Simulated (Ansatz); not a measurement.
The slice is one period of a {100} plane through atoms; its size isn't given.

All values below come from PBE (plane waves to 420 eV, PAW, scalar-relativistic; Ansatz, a program for electronic structure). These are valence fields of a PAW run, semicore shells included where kept as valence: close to a nucleus they are smooth pseudo fields.

```
|@@@%%#*+=---------------=+*#%%@@|
|@@@%#*+==---------------==+*#%@@|
|@%%%#*+==----:::::::----==+*#%%%|
|%%##*+==---:::::::::::---==+*##%|
|##**++=---:::::::::::::---=++**#|
|**++==---:::::::::::::::---==++*|
|++===---:::::::::::::::::---===+|
|====---::::...........::::---===|
|------::::.............::::-----|
|-----::::...............::::----|
|----::::.....       .....::::---|
|----::::....         ....::::---|
|---:::::...           ...:::::--|
|---:::::...           ...:::::--|
|---:::::...           ...:::::--|
|---:::::...           ...:::::--|
|---:::::...           ...:::::--|
|---:::::...           ...:::::--|
|---:::::...           ...:::::--|
|----::::....         ....::::---|
|----::::.....       .....::::---|
|-----::::...............::::----|
|------::::.............::::-----|
|====---::::...........::::---===|
|++===---:::::::::::::::::---===+|
|**++==---:::::::::::::::---==++*|
|##**++=---:::::::::::::---=++**#|
|%%##*+==---:::::::::::---==+*##%|
|@%%%#*+==----:::::::----==+*#%%%|
|@@@%#*+==---------------==+*#%@@|
|@@@%%#*+=---------------=+*#%%@@|
|@@@@%#*+=---------------=+*#%@@@|
```
Scale: ten equal steps from -2.11 (start of ' ') to 1.42 (end of '@'), in the order ' .:-=+*#%@'. Values: log₁₀ of the valence density in e/Å³. The map has 32 points along u (one character each, u = 0 at the left) and 32 along v (v = 0 in the bottom row). The scale is logarithmic, as a density can span decades between atoms and voids.

```
|xxxx@#+-:--+*#%@@@%#*+--:-+#@xxx|
|xxx@%*+-:--=*#%%%%%#*=--:-+*%@xx|
|xx@%#+=-:--=+*#%%%#*+=--:-=+#%@x|
|@@%#*=-::--=+**###**+=--::-=*#%@|
|##*+=--:::--=++***++=--:::--=+*#|
|+++=--:::::---=====---:::::--=++|
|----::::::::::-----::::::::::---|
|:::::::::.....:::::.....::::::::|
|-----:::.................:::----|
|------::..             ..::-----|
|++===--:..             ..:--===+|
|***++=-:..             ..:-=++**|
|###**+-:..             ..:-+**##|
|%%%#*+=-:.             .:-=+*#%%|
|@@%%#*=-:.             .:-=*#%%@|
|@@%%#*=-:.             .:-=*#%%@|
|@@%%#*=-:.             .:-=*#%%@|
|%%%#*+=-:.             .:-=+*#%%|
|###**+-:..             ..:-+**##|
|***++=-:..             ..:-=++**|
|++===--:..             ..:--===+|
|------::..             ..::-----|
|-----:::.................:::----|
|:::::::::.....:::::.....::::::::|
|----::::::::::-----::::::::::---|
|+++=--:::::---=====---:::::--=++|
|##*+=--:::--=++***++=--:::--=+*#|
|@@%#*=-::--=+**###**+=--::-=*#%@|
|xx@%#+=-:--=+*#%%%#*+=--:-=+#%@x|
|xxx@%*+-:--=*#%%%%%#*=--:-+*%@xx|
|xxxx@#+-:--+*#%@@@%#*+--:-+#@xxx|
|xxxx@#+-:--+*#%@@@%#*+--:-+#@xxx|
```
Scale: ten equal steps from 0.01 (start of ' ') to 0.56 (end of '@'), in the order ' .:-=+*#%@'. Values: electron localisation function (ELF). The map has 32 points along u (one character each, u = 0 at the left) and 32 along v (v = 0 in the bottom row). Points within 0.5 Å of a nucleus are blanked (x), as the pseudised field means little there.

### Question
Which relaxed crystal do these maps come from?
A. CdTe (zinc blende)
B. CuI (zinc blende)
C. CdS (zinc blende)

### Answer
A, CdTe (zinc blende). Atoms on the slice: Cd at (0.00, 0.00)

All were relaxed with their symmetry unable to fall. CuI is run without spin polarisation. Spin-orbit coupling is left out.
